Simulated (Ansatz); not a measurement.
Mo (bcc, W type) is sheared across one {211} plane: the third cell vector gains the shift, so faults repeat every 7.7 Å. The cut lies between planes 1.29 Å apart; the cell height is held.

```xyz
6
Lattice="2.7373 0.0000 0.0000 0.0000 4.4700 0.0000 0.0000 0.0000 7.7422" Properties=species:S:1:pos:R:3 pbc="T T T"
Mo     0.0000     0.0000     7.0970
Mo     1.8249     2.2350     0.6452
Mo     0.9124     0.0000     1.9355
Mo     0.0000     2.2350     3.2259
Mo     1.8249     0.0000     4.5163
Mo     0.9124     2.2350     5.8066
```

In-plane vectors a = (2.737, 0.000) Å, b = (0.000, 4.470) Å, area 12.24 Å². The shift is s times the vector a (length 2.737 Å), so s = 1 restores the start. The shift is rigid: no atom relaxes. γ = [E(shift) − E(0)] / area.

Method: PBE (plane waves to 420 eV, PAW, scalar-relativistic; Ansatz, a program for electronic structure). k mesh 14×9×5 (Γ-centred), Fermi-Dirac smearing 0.05 eV. Energies are extrapolated to zero smearing. With partly filled bands, the k mesh leaves noise in γ, roughly 0.02 J/m² as judged from a few cases. Faults lie only 7.7 Å apart, and holding the cell height and the atoms raises γ above its relaxed value. On this mesh the relaxed cell isn't quite at rest: it carries a pressure of 0.1 GPa (compression positive) at the zero of the scan. Mo is run without spin polarisation. Mo was relaxed with its symmetry unable to fall. γ is measured from zero shift. The last digit holds for this mesh only.

```tsv
s	γ (J/m²)
0.000	0.00
0.083	0.20
0.167	0.69
0.250	1.25
0.333	1.61
0.417	1.74
0.500	1.70
0.583	1.58
0.667	1.40
0.750	1.08
0.833	withheld
0.917	0.18
```

### Question
Fit a Fourier form (three harmonics of 1 − cos and sin) to the given rows and predict γ at s = 0.833.

### Answer
Least squares on the 11 given rows: γ = (0.849)·[1 − cos(2πs)] + (0.084)·sin(2πs) + (0.156)·[1 − cos(4πs)] + (-0.040)·sin(4πs), in J/m²; root-mean-square residual 0.004 J/m². At 0.833 the fit gives 0.62 J/m²; the calculation gives 0.62 J/m², the same to the digits shown. 

(The slope of γ gives the shear force per area between the displaced halves; near zero shift its curvature is an elastic stiffness.)
